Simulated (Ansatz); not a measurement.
TiRh (space group P4/mmm)

```
TiRh
1.0
    2.89432     0.00000     0.00000
    0.00000     2.89432     0.00000
    0.00000     0.00000     3.35624
Ti Rh
1 1
Direct
  0.50000   0.50000   0.50000
  0.00000   0.00000   0.00000
```

Computed with LDA (plane waves to 420 eV, PAW, scalar-relativistic; Ansatz, a first-principles code). Harmonic phonons by density-functional perturbation theory on a 16×16×14 k mesh, in cm⁻¹ and rounded to 5; i marks imaginary ones, q is in fractions of the reciprocal vectors of the cell shown, and the three acoustic modes at Γ are left out. The program warned that its band solver left a few bands short of their tolerance. TiRh is run without spin polarisation. TiRh was relaxed with its symmetry unable to fall.

Problem. Does any mode at Γ, X = (0.5, 0.0, 0.0), M = (0.5, 0.5, 0.0), Z = (0.0, 0.0, 0.5) come out imaginary?

Solution. No imaginary mode at these points (lowest 70 cm⁻¹ at Z = (0.0, 0.0, 0.5)); other wave vectors were not tested.

Problem. Predict the phonon wavenumbers at Γ, X = (0.5, 0.0, 0.0), M = (0.5, 0.5, 0.0), Z = (0.0, 0.0, 0.5).

Solution. 
```tsv
q	wavenumbers (cm⁻¹)
Γ	190 (×2), 200
X = (0.5, 0.0, 0.0)	110, 120, 135, 175, 195, 325
M = (0.5, 0.5, 0.0)	115, 150, 190 (×2), 280 (×2)
Z = (0.0, 0.0, 0.5)	70, 80 (×2), 150 (×2), 295
```
